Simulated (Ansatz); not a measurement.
Computed with DFT r2SCAN, scalar-relativistic, plane waves, PAW in Ansatz.

Structure of B$_{2}$Ru:

```xyz
6
Lattice="2.8704 0.0000 0.0000 0.0000 4.6403 0.0000 0.0000 0.0000 4.0379" Properties=species:S:1:pos:R:3 pbc="T T T"
B     0.0000    3.7305    1.4639
B     0.0000    0.9098    1.4639
B     1.4352    1.4104    2.5740
B     1.4352    3.2299    2.5740
Ru    0.0000    0.0000    3.4189
Ru    1.4352    2.3202    0.6190
```

Cutoff 500 eV; k points 12×8×10 on the computed 6-atom cell (Γ-centred); Gaussian smearing, width 0.10 eV; no spin polarisation.

Levels along Γ–X–S–Y–Γ–Z–U–R–T–Z | X–U | Y–T | S–R, in eV from the Fermi level, sorted by energy at each point. Points in fractions of the primitive reciprocal vectors: Γ (0.000 0.000 0.000), X (0.500 0.000 0.000), S (0.500 0.500 0.000), Y (0.000 0.500 0.000), Z (0.000 0.000 0.500), U (0.500 0.000 0.500), R (0.500 0.500 0.500), T (0.000 0.500 0.500).
```csv
point,"k (1/Å, with 2π)",band 19,band 20,band 21,band 22,band 23,band 24,band 25
Γ,0.000,-3.10,-2.29,-1.92,-1.25,0.07,1.93,4.35
-,0.156,-3.23,-2.32,-1.92,-1.08,0.12,1.91,4.20
-,0.313,-3.49,-2.44,-1.87,-0.66,0.30,1.84,3.75
-,0.469,-3.64,-2.67,-1.65,-0.13,0.55,1.71,3.27
-,0.625,-3.42,-2.91,-1.21,0.41,0.79,1.53,2.86
-,0.782,-2.90,-2.87,-0.62,0.92,0.94,1.40,2.51
-,0.938,-2.62,-2.42,0.02,0.85,1.42,1.47,2.19
X,1.095,-2.36,-2.36,0.56,0.56,1.84,1.84,1.86
-,1.191,-2.41,-2.41,0.48,0.48,1.64,1.64,2.16
-,1.288,-2.55,-2.55,0.28,0.28,1.53,1.53,2.56
-,1.385,-2.75,-2.75,0.05,0.05,1.49,1.49,3.01
-,1.481,-3.00,-3.00,-0.15,-0.15,1.49,1.49,3.45
-,1.578,-3.27,-3.27,-0.28,-0.28,1.52,1.52,3.70
-,1.675,-3.57,-3.57,-0.33,-0.33,1.55,1.55,3.67
S,1.772,-3.82,-3.82,-0.33,-0.33,1.57,1.57,3.60
-,1.928,-3.79,-3.79,-0.49,-0.49,1.49,1.49,3.74
-,2.084,-3.71,-3.71,-0.95,-0.95,1.42,1.42,3.99
-,2.241,-3.48,-3.48,-1.54,-1.54,1.50,1.50,3.86
-,2.397,-3.15,-3.15,-2.05,-2.05,1.71,1.71,3.39
-,2.553,-2.82,-2.82,-2.42,-2.42,2.01,2.01,2.99
-,2.710,-2.82,-2.82,-2.48,-2.48,2.33,2.33,2.78
Y,2.866,-3.00,-3.00,-2.40,-2.40,2.46,2.46,2.76
-,2.963,-3.35,-2.72,-2.44,-2.30,2.08,2.38,2.87
-,3.059,-3.40,-2.55,-2.40,-2.20,1.82,1.96,3.26
-,3.156,-3.27,-2.54,-2.24,-2.10,1.51,1.70,3.62
-,3.253,-2.89,-2.66,-2.02,-1.98,1.05,1.71,3.92
-,3.350,-2.85,-2.58,-1.97,-1.68,0.61,1.80,4.15
-,3.446,-3.03,-2.36,-1.93,-1.39,0.23,1.90,4.30
Γ,3.543,-3.10,-2.29,-1.92,-1.25,0.07,1.93,4.35
-,3.654,-3.15,-2.23,-1.91,-1.30,0.19,1.88,4.31
-,3.765,-3.29,-2.14,-1.88,-1.43,0.53,1.63,4.10
-,3.876,-3.53,-2.12,-1.90,-1.64,1.03,1.15,3.46
-,3.988,-3.73,-2.11,-1.93,-1.90,0.56,1.64,2.65
-,4.099,-3.45,-2.19,-2.07,-1.98,0.01,1.86,2.27
-,4.210,-2.96,-2.48,-2.01,-1.99,-0.42,1.24,2.80
Z,4.321,-2.76,-2.64,-2.02,-1.94,-0.59,0.99,3.02
-,4.477,-2.92,-2.29,-2.28,-1.89,-0.50,1.02,2.78
-,4.634,-3.03,-2.87,-1.87,-1.78,-0.41,1.05,2.24
-,4.790,-3.43,-3.19,-1.59,-1.54,-0.43,1.01,1.65
-,4.946,-3.49,-3.21,-1.30,-1.25,-0.52,0.87,1.15
-,5.103,-3.57,-3.08,-0.91,-0.85,-0.53,0.62,0.81
-,5.259,-3.25,-3.06,-0.53,-0.37,-0.34,0.28,0.70
U,5.415,-3.11,-3.11,-0.18,-0.18,-0.12,-0.12,1.12
-,5.512,-3.09,-3.09,-0.54,-0.54,0.19,0.19,1.12
-,5.609,-3.03,-3.03,-0.97,-0.97,0.46,0.46,1.11
-,5.706,-2.95,-2.95,-1.45,-1.45,0.68,0.68,1.11
-,5.802,-2.87,-2.87,-1.95,-1.95,0.82,0.82,1.12
-,5.899,-2.84,-2.84,-2.42,-2.42,0.90,0.90,1.16
-,5.996,-3.09,-3.09,-2.62,-2.62,0.94,0.94,1.19
R,6.093,-3.33,-3.33,-2.62,-2.62,0.95,0.95,1.20
-,6.249,-3.14,-3.14,-2.71,-2.71,0.67,0.67,1.54
-,6.405,-3.11,-3.11,-2.69,-2.69,0.51,0.51,1.88
-,6.562,-3.50,-3.50,-2.33,-2.33,0.55,0.55,2.09
-,6.718,-3.40,-3.40,-1.98,-1.98,0.60,0.60,2.27
-,6.874,-3.16,-3.16,-1.70,-1.70,0.57,0.57,2.50
-,7.031,-2.90,-2.90,-1.53,-1.53,0.49,0.49,2.77
T,7.187,-2.79,-2.79,-1.48,-1.48,0.45,0.45,2.92
-,7.284,-2.84,-2.70,-1.73,-1.31,0.29,0.64,2.87
-,7.380,-2.84,-2.55,-2.03,-1.24,0.15,0.83,2.87
-,7.477,-2.84,-2.38,-2.34,-1.28,0.01,0.98,2.90
-,7.574,-2.83,-2.63,-2.22,-1.42,-0.16,1.06,2.95
-,7.671,-2.88,-2.81,-2.08,-1.64,-0.36,1.05,2.99
-,7.767,-2.80,-2.78,-1.98,-1.88,-0.52,1.01,3.02
Z,7.864,-2.76,-2.64,-2.02,-1.94,-0.59,0.99,3.02
X,7.864,-2.36,-2.36,0.56,0.56,1.84,1.84,1.86
-,7.975,-2.47,-2.47,0.58,0.58,1.74,1.74,1.78
-,8.086,-2.77,-2.77,0.61,0.61,1.48,1.48,1.56
-,8.197,-3.15,-3.15,0.59,0.59,1.10,1.10,1.31
-,8.309,-3.41,-3.41,0.43,0.43,0.67,0.67,1.15
-,8.420,-3.35,-3.35,0.15,0.15,0.28,0.28,1.12
-,8.531,-3.18,-3.18,-0.09,-0.09,-0.01,-0.01,1.12
U,8.642,-3.11,-3.11,-0.18,-0.18,-0.12,-0.12,1.12
Y,8.642,-3.00,-3.00,-2.40,-2.40,2.46,2.46,2.76
-,8.753,-3.11,-3.11,-2.33,-2.33,2.37,2.37,2.77
-,8.864,-3.37,-3.37,-2.16,-2.16,2.14,2.14,2.80
-,8.976,-3.60,-3.60,-1.96,-1.96,1.78,1.78,2.84
-,9.087,-3.45,-3.45,-1.77,-1.77,1.35,1.35,2.87
-,9.198,-3.16,-3.16,-1.61,-1.61,0.92,0.92,2.90
-,9.309,-2.90,-2.90,-1.51,-1.51,0.59,0.59,2.92
T,9.420,-2.79,-2.79,-1.48,-1.48,0.45,0.45,2.92
S,9.420,-3.82,-3.82,-0.33,-0.33,1.57,1.57,3.60
-,9.531,-3.82,-3.82,-0.35,-0.35,1.45,1.45,3.53
-,9.642,-3.79,-3.79,-0.48,-0.48,1.18,1.18,3.30
-,9.754,-3.70,-3.70,-0.84,-0.84,0.99,0.99,2.88
-,9.865,-3.46,-3.46,-1.42,-1.42,0.93,0.93,2.35
-,9.976,-3.10,-3.10,-2.10,-2.10,0.93,0.93,1.80
-,10.087,-2.78,-2.78,-2.76,-2.76,0.95,0.95,1.37
R,10.198,-3.33,-3.33,-2.62,-2.62,0.95,0.95,1.20
```